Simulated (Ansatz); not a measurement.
InP in the zincblende structure, relaxed with r2SCAN, was run in Ansatz 0.2.0 under altered settings. All numbers are computed, without spin polarisation but where a row says otherwise.

```
CELL_PARAMETERS angstrom
0.00000 2.95379 2.95379
2.95379 0.00000 2.95379
2.95379 2.95379 0.00000
ATOMIC_POSITIONS crystal
In 0.00000 0.00000 0.00000
P 0.25000 0.25000 0.25000
```

The base run's other keys:
```yaml
kpoints:
  mp_grid: { grid: [4, 4, 4] }
hamiltonian:
  xc: hse06
scf:
  occupations: { method: fixed }
  n_extra_bands: 4
```

It takes 12 iterations with 965 plane waves at 420 eV and 8 k points, and leaves a mean stress of -0.03 GPa. The gap over this mesh is 1.392 eV. It ran on 4 threads of Arm Neoverse N1, on a shared host.

Outcomes, with energy and stress as changes against the base:
```csv
setting,outcome,ΔF (meV/atom),Δ mean stress (GPa),gap on the mesh (eV),iterations,wall time
"PBE hybrid, exx coeff 0.15, omega 0.5 1/Å",converged,–,+1.2,0.800,9,9.6 s
"PBE hybrid, exx coeff 0.2, omega 0.1 1/Å",converged,–,+0.2,1.454,11,9.4 s
"PBE hybrid, exx coeff 0.35, omega 0.1 1/Å",converged,–,-0.9,2.173,13,10 s
"PBE hybrid, exx coeff 0.2, omega 0.5 1/Å",converged,–,+1.0,0.879,11,9.5 s
scf.mixing.beta: 1.0,converged,0.0,0.0,1.392,13,9.7 s
```
A dash marks a value that wasn't obtained or can't be compared. Stress is positive in compression. The base took 9.5 s.

- PBE hybrid, exx coeff 0.15, omega 0.5 1/Å. That is 15 % exact exchange, screened with ω = 0.5 1/Å, against HSE06's 25 % screened at 0.208 1/Å. The mean stress moves by +1.2 GPa and the gap on the mesh by -0.592 eV (to 0.800). Totals of different functionals aren't comparable.
- PBE hybrid, exx coeff 0.2, omega 0.1 1/Å. That is 20 % exact exchange, screened with ω = 0.1 1/Å, against HSE06's 25 % screened at 0.208 1/Å. The mean stress moves by +0.2 GPa and the gap on the mesh by +0.062 eV (to 1.454). Totals of different functionals aren't comparable. The program warns that on this mesh the truncation of the exchange isn't bounded, so part of the change can be an error of the mesh.
- PBE hybrid, exx coeff 0.35, omega 0.1 1/Å. That is 35 % exact exchange, screened with ω = 0.1 1/Å, against HSE06's 25 % screened at 0.208 1/Å. The mean stress moves by -0.9 GPa and the gap on the mesh by +0.782 eV (to 2.173). Totals of different functionals aren't comparable. The program warns that on this mesh the truncation of the exchange isn't bounded, so part of the change can be an error of the mesh.
- PBE hybrid, exx coeff 0.2, omega 0.5 1/Å. That is 20 % exact exchange, screened with ω = 0.5 1/Å, against HSE06's 25 % screened at 0.208 1/Å. The mean stress moves by +1.0 GPa and the gap on the mesh by -0.513 eV (to 0.879). Totals of different functionals aren't comparable.

Within 1 meV an atom, 0.1 GPa and 0.005 eV of the base stay: scf.mixing.beta: 1.0.

No spin-orbit coupling is included; it can move band edges with weight on the heavy atoms by tenths of an eV.

The stress of a hybrid is loosely converged in these runs.

The meshes of the hybrids are coarse, so their gaps aren't converged to the digits shown.
